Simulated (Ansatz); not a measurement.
LaTaO$_{4}$:
```
LaTaO4
1.0
    1.97625    -7.35621     0.00000
    1.97625     7.35621     0.00000
    0.00000     0.00000     5.64862
La Ta O
2 2 8
Direct
  0.82871   0.17129   0.16925
  0.17129   0.82871   0.66925
  0.58516   0.41484   0.21644
  0.41484   0.58516   0.71644
  0.91342   0.08658   0.74928
  0.08658   0.91342   0.24928
  0.46934   0.53066   0.05912
  0.53066   0.46934   0.55912
  0.69897   0.30103   0.42297
  0.30103   0.69897   0.92297
  0.66326   0.33674   0.94956
  0.33674   0.66326   0.44956
```

Relaxed with r²SCAN.

**Question.** Map the electron localisation function on the plane through (0.829, 0.171, 0.169) spanned by u = [0, 0, 1] and v = [1, -1, 0] in lattice vectors, from the program Ansatz at the r²SCAN level (PAW).

**Answer.** x is the fraction of u, y of v (the angle between them is 90°; rows are the nearest grid lines); atoms in the plane: La at (0.00, 0.00), La at (0.50, 0.34), Ta at (0.05, 0.76), Ta at (0.55, 0.59), O at (0.58, 0.08), O at (0.08, 0.26), O at (0.89, 0.64), O at (0.39, 0.70), O at (0.25, 0.87), O at (0.75, 0.47).
```
|  =%@@*.     .:---:  .+@@%=  |
|@@@%+:..:-:.          .=%@@@@|
|*+-::+#%%%#*=.      ..  .:+**|
| .+%@%+:+%@@#-  .=#@@@@@@%+: |
|....-#%@@%#+:   :#@@%+-*%@*:.|
|*-=#%*: ..:---.   :+#%%*-:*%*|
|-  +%#:.+%@@@%#=.   .::..=%%-|
|-=+=:.-%@%=:+%@%*:  .=*##+-:-|
|@%*:  :+#%%%*-::::..=%@%+-*%@|
|%*:    .. .=%%+.:*%#::#@@@@@%|
|-.  .=*#*=:-##=..*%#: .-++*+-|
|  :*%@%*+#@%=::--::=#%%#*-.  |
|  .+%@@@@@@%*-..+%@%+:=%@@#- |
|    .:::.. .:--:.:=#@@@@%#+: |
|         :*%@@@@%*-.:=++=:.  |
|..:..  .+@@%=   =%@@+.      .|
|@@@@@%+..+@@@@%@@@@%-   .-*%@|
|%*-=%@@#:  .:-==-:.    .=*%@%|
|@@@@@@%+:               :+#%@|
|:-===-.       .::-:.       .:|
|          :=*%@@@@@%#+.      |
|@@%#+.   .-*%@@*-=%@@*. .+#%@|
|@@@@@#:   .=#%@@@@@@#:.-%@@@@|
|  =%@@*.     .:---:  .+@@%=  |
```
Scale: ten equal steps from 0.002 (start of ' ') to 0.871 (end of '@'), in the order ' .:-=+*#%@'; x runs from 0.000 to 1.00, y from 0.000 (bottom) to 1.00 (top).

The density is the valence pseudo-density with augmentation charge, so density and ELF within about 1 Å of a nucleus are not all-electron values.

Space group Cmc2_1. The workflow started from a Materials Project entry (that database holds measured and hypothetical structures alike); the Crystallography Open Database files this formula in space group No. 36, but the cells were not matched. Its standing as an ambient phase is unchecked. Symmetry was held in the r²SCAN relaxation; whether a distortion lowers the energy is not shown. No spin polarisation was allowed. Scalar-relativistic: spin–orbit coupling is off unless named, which matters more the heavier the elements.

Potentials: the later of the program's two PAW sets.
